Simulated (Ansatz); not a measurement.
# Elastic constants of RbLuSe$_{2}$ (R-3m), step by step

```
Rb Lu Se
1.0
     2.04597    1.18124    7.84498
    -2.04597    1.18124    7.84498
     0.00000   -2.36248    7.84498
Rb Lu Se
1 1 2
Direct
  0.00000 0.00000 0.00000
  0.50000 0.50000 0.50000
  0.23143 0.23143 0.23143
  0.76857 0.76857 0.76857
```

Conventional cell: a = 4.092 Å, b = 4.092 Å, c = 23.535 Å, α = 90.00°, β = 90.00°, γ = 120.00°. Around Rb (atom 1) lie 6 Se at 3.37 Å. Lu (atom 2) is surrounded by 6 Se at 2.81 Å. Around Se (atom 3) lie 3 Lu at 2.81 Å.

Unless marked otherwise, the numbers come from PBEsol, all-electron LAPW in Ansatz 0.2.0, scalar-relativistic. k mesh 6×6×6, strains of ±0.005, fixed occupations, basis error target 1 meV/atom. The cell was relaxed by PAW under this functional.

The cell is trigonal and carries a residual pressure of 0.03 GPa at this level. Each strain component that symmetry leaves independent is applied at ±0.005, the ions relax wherever a strain frees them, and the stress (tension positive, GPa) is read. Shears are engineering strains, γ = 2ε.

| strain | size | σxx | σyy | σzz | σyz | σxz | σxy |
| --- | --- | --- | --- | --- | --- | --- | --- |
| xx | -0.005 | -0.4364 | -0.1424 | -0.1295 | -0.0529 | 0.0000 | 0.0000 |
| xx | +0.005 | 0.3489 | 0.0636 | 0.1059 | 0.0498 | 0.0000 | 0.0000 |
| zz | -0.005 | -0.1595 | -0.1595 | -0.3901 | 0.0000 | 0.0000 | 0.0000 |
| zz | +0.005 | 0.0762 | 0.0762 | 0.3627 | 0.0000 | 0.0000 | 0.0000 |
| yz | -0.005 | -0.0905 | 0.0115 | -0.0121 | -0.1315 | 0.0000 | 0.0000 |
| yz | +0.005 | 0.0123 | -0.0913 | -0.0121 | 0.1347 | 0.0000 | 0.0000 |

A central difference gives one constant, for example C11 ≈ (0.3489 − (-0.4364))/(0.01) = 78.5 GPa; the program then imposes the crystal's symmetry on the whole matrix.

Question: What are the independent elastic constants?

Answer: C11 = 78.5, C12 = 20.6, C13 = 23.6, C14 = 10.3, C33 = 75.3, C44 = 26.6 GPa.

Question: Is the crystal stable against homogeneous strain?

Answer: The least eigenvalue of the 6×6 matrix is 17.4 GPa, so yes.

Question: What moduli does a random aggregate of grains have?

Answer: Voigt and Reuss bounds: B from 40.9 to 40.9 and G from 24.3 to 27.4 GPa; their means are B = 40.9 and G = 25.9 GPa. Then E = 9BG/(3B + G) = 64.1 GPa, ν = (3B − 2G)/(6B + 2G) = 0.239 and B/G = 1.58, on the brittle side of Pugh's 1.75 (a rule of thumb, made for metals; it doesn't predict ductility here).

Question: With the density of 6.107 g/cm³, how fast does sound travel, and what Debye temperature follows?

Answer: 

```tsv
direction	slow (m/s)	middle (m/s)	fast (m/s)
x	1690	2499	3586
y	2009	2178	3630
z	2088	2088	3511
```

The mean of v⁻³ over directions and branches gives v_m = 2256 m/s and θ_D = (ħ/k_B) v_m (6π²n)^(1/3) = 220 K, n being atoms per volume. Young's modulus spans 46 to 86 GPa over directions, and the universal anisotropy index is 0.64.

Question: How far do the constants move if PAW replaces LAPW in the same cell?

Answer: 

```csv
constant,LAPW (GPa),PAW (GPa),difference
C11,78.5,78.5,0.0
C12,20.6,20.6,0.0
C13,23.6,23.6,0.0
C14,10.3,10.3,0.0
C33,75.3,75.2,-0.1
C44,26.6,26.6,0.0
```

Question: How far do the constants move if all-electron PAW (datasets made for the crystal) replaces LAPW in the same cell?

Answer: 

| constant | LAPW (GPa) | all-electron PAW (datasets made for the crystal) (GPa) | difference |
| --- | --- | --- | --- |
| C11 | 78.5 | 78.5 | 0.0 |
| C12 | 20.6 | 20.6 | 0.0 |
| C13 | 23.6 | 23.6 | 0.0 |
| C14 | 10.3 | 10.3 | 0.0 |
| C33 | 75.3 | 75.2 | -0.1 |
| C44 | 26.6 | 26.6 | 0.0 |

Question: How do the constants change if the ions are clamped to the homogeneous strain?

Answer: Clamped values, with the change against relaxed ions: C11 = 87.1 (+8.5), C12 = 26.6 (+6.0), C13 = 32.8 (+9.2), C14 = 14.4 (+4.2), C33 = 87.0 (+11.7), C44 = 40.5 (+13.9) GPa.

Limits of these numbers: the frozen-core PAW files of the compared runs were fitted under PBE, their cores solved anew for this functional.
